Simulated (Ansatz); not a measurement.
Relaxed Ru (hcp, Mg type):

```
CELL_PARAMETERS angstrom
      2.70581     0.00000     0.00000
     -1.35291     2.34330     0.00000
      0.00000     0.00000     4.26228
ATOMIC_POSITIONS crystal
  Ru 0.33333 0.66667 0.75000
  Ru 0.66667 0.33333 0.25000
```

Scan: atom 1 (Ru, nearest neighbour Ru at 2.642 Å; its periodic images, 2.7 Å or more away, move with it) is displaced towards the nearest neighbour, direction (0.000, 0.591, 0.807) in Cartesian axes, by s. The other atoms stay.

The numbers are results of r2SCAN (plane waves to 500 eV, PAW, scalar-relativistic; Ansatz, a quantum-chemistry and plane-wave program), not measurements. k mesh 16×16×9 (Γ-centred), Fermi-Dirac smearing 0.05 eV. Energies are smeared free energies. Stress and pressure are positive under compression. Left out: 1 of 11 points, with atoms too close for the PAW data. With partly filled bands, energies and forces of such displacements shift with the k mesh and the smearing. F∥ is the force on the atom along that direction. F⊥ is the part of the force across the line. Ru is run without spin polarisation. Ru was relaxed with its symmetry unable to fall. The PAW data are Ansatz's earlier set. ΔE is measured from the undisplaced structure.

```json
[
 {"s (Å)": "-0.530", "ΔE (eV/cell)": "1.896", "F∥ (eV/Å)": "8.505", "|F⊥| (eV/Å)": "2.919", "P (GPa)": "42.1"},
 {"s (Å)": "-0.424", "ΔE (eV/cell)": "1.129", "F∥ (eV/Å)": "6.059", "|F⊥| (eV/Å)": "1.867", "P (GPa)": "26.5"},
 {"s (Å)": "-0.318", "ΔE (eV/cell)": "0.595", "F∥ (eV/Å)": "4.081", "|F⊥| (eV/Å)": "1.140", "P (GPa)": "14.7"},
 {"s (Å)": "-0.212", "ΔE (eV/cell)": "0.252", "F∥ (eV/Å)": "2.456", "|F⊥| (eV/Å)": "0.598", "P (GPa)": "6.4"},
 {"s (Å)": "-0.106", "ΔE (eV/cell)": "0.061", "F∥ (eV/Å)": "1.170", "|F⊥| (eV/Å)": "0.228", "P (GPa)": "1.5"},
 {"s (Å)": "0.000", "ΔE (eV/cell)": "0.000", "F∥ (eV/Å)": "0.000", "|F⊥| (eV/Å)": "0.000", "P (GPa)": "-0.1"},
 {"s (Å)": "0.106", "ΔE (eV/cell)": "0.061", "F∥ (eV/Å)": "-1.153", "|F⊥| (eV/Å)": "0.250", "P (GPa)": "1.5"},
 {"s (Å)": "0.212", "ΔE (eV/cell)": "0.248", "F∥ (eV/Å)": "-2.422", "|F⊥| (eV/Å)": "0.667", "P (GPa)": "6.4"},
 {"s (Å)": "0.318", "ΔE (eV/cell)": "0.589", "F∥ (eV/Å)": "-4.070", "|F⊥| (eV/Å)": "1.234", "P (GPa)": "14.9"},
 {"s (Å)": "0.424", "ΔE (eV/cell)": "1.126", "F∥ (eV/Å)": "-6.183", "|F⊥| (eV/Å)": "1.917", "P (GPa)": "27.2"}
]
```

Derived quantities:

```
Item                                                                                                                                                   Value
--------------------------------------------------------  --------------------------------------------------------------------------------------------------
Energy at s = 0.424 Å                                                                                                                          1126 meV/cell
Force along the line at s = -0.530 Å                                                                                                               8.51 eV/Å
Shape of the curve                                                                            a single well with its minimum at or next to zero displacement
Force constant k = d²E/ds² at s = 0 (finite differences)                                                                                          10.8 eV/Å²
Harmonic estimate at the end of the scan                  ½ks² = 968 meV/cell against the computed 1126 meV/cell, so the well is stiffer than harmonic there
```

(A displaced cell: forces are minus the slopes of the energy, force constants its curvatures, and phonons follow from these.)
